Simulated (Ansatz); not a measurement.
TePd: stationary points along a deformation path

Theory: DFT PBEsol, scalar-relativistic, plane waves, PAW (Ansatz). Cutoff 420 eV, Γ-centred 12×12×10 k-points, Gaussian smearing of 0.15 eV. No spin polarisation. Energies are free energies at this smearing, counted from the undisturbed cell; pressure is positive in compression.

The starting cell (as given, not relaxed at this level; it stands at -0.8 GPa, and it needn't be the usual structure):

```
Te Pd
1.0
     4.15210    0.00000    0.00000
    -2.07605    3.59582    0.00000
     0.00000    0.00000    5.67190
Te Pd
2 2
Direct
  0.33333 0.66667 0.25000
  0.66667 0.33333 0.75000
  0.00000 0.00000 0.00000
  0.00000 0.00000 0.50000
```

At fixed volume and fractional coordinates, lengths along (0.000, 0.000, 1.000) are scaled against those across it; ρ is that ratio over its starting value. V = 21.171 Å³/atom. Δσ is the stress along the axis less the mean stress across it (compression positive).

```csv
ρ,ΔE (meV/atom),Δσ (GPa),space group
0.800,235.3,29.63,P6_3/mmc
0.850,108.6,18.27,P6_3/mmc
0.920,22.0,7.28,P6_3/mmc
0.960,3.3,2.81,P6_3/mmc
1.000,0.0,-0.90,P6_3/mmc
1.050,11.7,-4.34,P6_3/mmc
1.100,34.4,-6.55,P6_3/mmc
1.200,93.0,-8.31,P6_3/mmc
1.300,151.2,-7.98,P6_3/mmc
```

**Question.** How does the stress give the slope of the energy, and where is the energy stationary?

**Answer.** Along the path d ln(length) is 2/3 d ln ρ on the axis and −1/3 d ln ρ across it, so dE/d ln ρ = −(2/3) V Δσ: the energy falls with ρ where Δσ is positive. Δσ vanishes or changes sign between ρ = 0.960 and 1.000, a minimum (near 0.99 by linear interpolation). Pairs of stationary points between two samples would go unseen, and could change a minimum read from distant neighbours into a maximum.

**Question.** Integrate that slope from ρ = 1 to 0.850 by the trapezoid rule.

**Answer.** With V/N in Å³ and 1 eV/Å³ = 160.2 GPa the slopes at ρ = 1.000, 0.960, 0.920, 0.850 are 79, -248, -641, -1609 meV/atom per unit of ln ρ. The steps add 3.4 + 18.9 + 89.0 = 111.4 meV/atom, against 108.6 from the energies; the trapezoid rule misses the curvature of the slope within each step.

In a metal these slopes depend on the k mesh and the smearing.

Cost: 9 runs of about 3.1 core-minutes in all, on Arm Neoverse V1 (shared hosts).